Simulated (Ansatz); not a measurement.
Cu3Au (Cu3Au type, Pm-3m) under volume change, the program Ansatz at the PBE level (PAW), scaled uniformly.

| V (Å³/atom) | E − E(relaxed) (meV/atom) | P (GPa) |
|---|---|---|
| 12.295 | 59.0 | 17.14 |
| 12.701 | 24.5 | 10.32 |
| 13.106 | 5.7 | 4.67 |
| 13.511 | 0.0 | 0.00 |
| 13.917 | 5.0 | -3.85 |
| 14.322 | 18.9 | -7.04 |
| 14.728 | 40.2 | -9.67 |

Q: What does a third-order Birch–Murnaghan fit give for V₀, B₀ and B′?

A: V₀ = 13.51 Å³/atom, B₀ = 141 GPa, B′ = 5.3.

The PBE relaxation kept the symmetry of its start. No spin polarisation was allowed. Spin–orbit coupling is left out wherever it is not named.

Potentials: the later of the program's two PAW sets.
